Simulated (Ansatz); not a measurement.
Consider the following.

SnSb (rock salt, space group No. 225), a = b = c = 6.085 Å, α = β = γ = 90.00°; the cell used has 2 atoms.

This is the PBEsol-relaxed structure.

Problem. All from PBEsol in the plane-wave PAW code Ansatz, unless another level is named. Estimate the electronic character.

Solution. metallic (no gap).

Problem. And the formation energy from the elements (no fitted shifts)?

Solution. -0.020 eV/atom.

Problem. Give the density of states at the Fermi level.

Solution. 0.42 states/eV per atom (mean over ±0.08 eV).

Problem. Next, the gap with spin–orbit coupling?

Solution. none (metallic).

Space group Fm-3m (rock salt). The workflow started from an entry of the Crystallography Open Database (COD), which files this formula under 2 space groups. Its standing as an ambient phase is unchecked. The cell was relaxed with PBEsol under the symmetry of its start; its stability against distortions is not shown here. The references are the lowest solids computed at this level, not always the standard phases. Scalar-relativistic: spin–orbit coupling is off unless named, which matters more the heavier the elements.

Potentials: the later of the program's two PAW sets.
